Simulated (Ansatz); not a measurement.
The start is a generated trial cell of Be in the AFLOW prototype A_mP4_4_2a (as in Te). The structure is fully relaxed (lattice and positions, P = 0) with r2SCAN (plane waves to 500 eV, PAW, scalar-relativistic; Ansatz, an electronic-structure program). The first steps use a coarse 16×7×10 k-mesh.

Starting cell:
```yaml
crystal:
  lattice:
    - [2.06387, 0.00000, 0.00000]
    - [0.00000, 4.99544, 0.00000]
    - [-0.14964, 0.00000, 3.16141]
  atoms:
    - { symbol: Be, position: [0.25000, 0.73000, 0.48000] }
    - { symbol: Be, position: [0.75000, 0.23000, 0.52000] }
    - { symbol: Be, position: [0.48000, 0.50000, 0.02000] }
    - { symbol: Be, position: [0.52000, 0.00000, 0.98000] }
```

Task: What pressure does the first self-consistent step give?

Result: +11.2 GPa (positive: the cell is compressed).

Task: What is the largest force in the starting geometry, and on which atom (counted from 1)?

Result: 2.51 eV/Å, on Be1, Be2 (atoms numbered as listed).

Task: Does the structure survive the relaxation? Give the final space group.

Result: The space group goes from P2₁ (No. 4) to Fm-3m (No. 225); the end is fcc (Cu type), with 1 atom in the primitive cell.

Task: By how much does the energy per atom fall from start to end?

Result: 0.53 eV/atom.

Task: How does the volume change?

Result: -3.3 %, from 8.15 to 7.88 Å³/atom.

Task: How do the shortest distances between atoms change?

Result: The closest pairs of elements (up to four, under 3.6 Å), start → end: Be–Be 1.93 → 2.23 Å.

Task: What band gap does the relaxed structure have at this level?

Result: No gap (metallic).

Task: What does it relax into? Give the structure.

Result: 
Space group Fm-3m (No. 225); a = 3.1588 Å, b = 3.1588 Å, c = 3.1588 Å, α = 90.00°, β = 90.00°, γ = 90.00°

```
atom  site  symmetry       x       y       z
----  ----  --------  ------  ------  ------
Be      4b      m-3m  0.5000  0.5000  0.5000
```
(The calculation used a cell of 1 atom; values per cell refer to that cell.)

Final values are on a 25×25×25 k-mesh of the relaxed cell. No spin polarisation in the result.

The run could not lose the symmetry of its start; a randomly shaken copy of 2 atoms returns to this structure.

The relaxed structure here is a generated cell of Be: the first start was made by placing the elements on the sites of a structure type, and the end was not matched to a known phase here, so it may be hypothetical. Known forms of Be include space group No. 194.
